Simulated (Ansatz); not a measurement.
**CO₂, one structure, two calculations**

Cell: an entry of the Crystallography Open Database (COD), its atoms then relaxed with PBE in this cell.

```yaml
crystal:
  lattice:
    - [5.62400, 0.00000, 0.00000]
    - [0.00000, 5.62400, 0.00000]
    - [0.00000, 0.00000, 5.62400]
  atoms:
    - { symbol: C, position: [0.00000, 0.00000, 0.00000] }
    - { symbol: C, position: [0.50000, 0.00000, 0.50000] }
    - { symbol: C, position: [0.50000, 0.50000, 0.00000] }
    - { symbol: C, position: [0.00000, 0.50000, 0.50000] }
    - { symbol: O, position: [0.11995, 0.11995, 0.11995] }
    - { symbol: O, position: [0.38005, 0.88005, 0.61995] }
    - { symbol: O, position: [0.61995, 0.38005, 0.88005] }
    - { symbol: O, position: [0.88005, 0.61995, 0.38005] }
    - { symbol: O, position: [0.88005, 0.88005, 0.88005] }
    - { symbol: O, position: [0.61995, 0.11995, 0.38005] }
    - { symbol: O, position: [0.38005, 0.61995, 0.11995] }
    - { symbol: O, position: [0.11995, 0.38005, 0.61995] }
```

Atoms are numbered from 1 in the order listed; like atoms form one site, named after its first atom.

First run. All values are calculated (Ansatz; DFT, PBE, plane waves and PAW, scalar-relativistic, 420 eV cutoff, Γ-centred 4×4×4 k-points, Fermi–Dirac smearing 0.02 eV), not measured.

```
site  atom  V_zz (10²¹ V/m²)     η
   C     1             -2.92  0.00
   O     5              7.18  0.00
```

Second run. The same atoms and settings, except that the functional is r2SCAN and the cutoff is 500 eV.

Problem. Given the first result, estimate the second.

Solution. 

| site | atom | V_zz | η | change of V_zz |
| --- | --- | --- | --- | --- |
| C | 1 | -3.55 | 0.00 | -0.63 |
| O | 5 | 7.74 | 0.00 | +0.56 |

The largest change of V_zz is on C, from -2.92 to -3.55. In per cent, |V_zz| changes by +21 on C, +8 on O (all sites that start above 0.5).

For the second run: The largest force is 0.9 eV/Å, so the atoms aren't at the calculated equilibrium and relaxing them would move these values.
